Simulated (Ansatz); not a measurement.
The cell below belongs to a search over invented structures; it isn't taken from experiment.

Input and command of a plane-wave DFT calculation in Ansatz:

```yaml
crystal:
  lattice:
    - [4.1214977813, 0.0, 0.0]
    - [0.0, 4.0689211519, 0.0]
    - [0.0, 0.0, 14.646541865]
  atoms:
    - { symbol: Al, position: [0.5, 0.0, 0.6818770882] }
    - { symbol: Al, position: [0.0, 0.5, 0.8883926728] }
    - { symbol: Al, position: [0.0, 0.5, 0.1361194228] }
    - { symbol: Al, position: [0.5, 0.0, 0.1170242991] }
    - { symbol: Al, position: [0.0, 0.0, 0.5547834534] }
    - { symbol: Al, position: [0.0, 0.5, 0.4099931164] }
    - { symbol: Al, position: [0.5, 0.5, 0.5428186049] }
    - { symbol: Al, position: [0.5, 0.0, 0.4048472818] }
    - { symbol: Al, position: [0.0, 0.0, 0.2704079113] }
    - { symbol: Al, position: [0.5, 0.5, 0.2604615676] }
    - { symbol: As, position: [0.5, 0.5, 0.7894426512] }
    - { symbol: As, position: [0.0, 0.0, 0.9978319307] }
basis:
  ecutwfc: 420
kpoints:
  mp_grid: { grid: [8, 8, 4] }
hamiltonian:
  xc: pbe
scf:
  occupations: { method: gaussian, width: 0.1 }
output:
  forces: true
  stress: true
  eigenvalues: true
relax:
  adjacent_minimum: "off"
  f_tol: 0.01
  max_steps: 30
  cell: { stress_tol: 0.1, fix: [volume] }
```

```bash
ansatz run input.yaml --threads 1 --pin off --max-ram 2560MiB --backend cpu --events-out ev --progress --plain --runs-dir out
```

Processor: Intel(R) Xeon(R) Processor @ 2.50GHz (Skylake/Cascade Lake), 1 thread, on a host shared with other jobs.

Problem. Estimate time, memory and problem size.

Solution. About 6.3 min, peak memory 0.85 GiB. It solves 42 bands at 75 k points (after reduction by symmetry) with about 4793 plane waves, in 26 SCF iterations over 4 ionic steps.
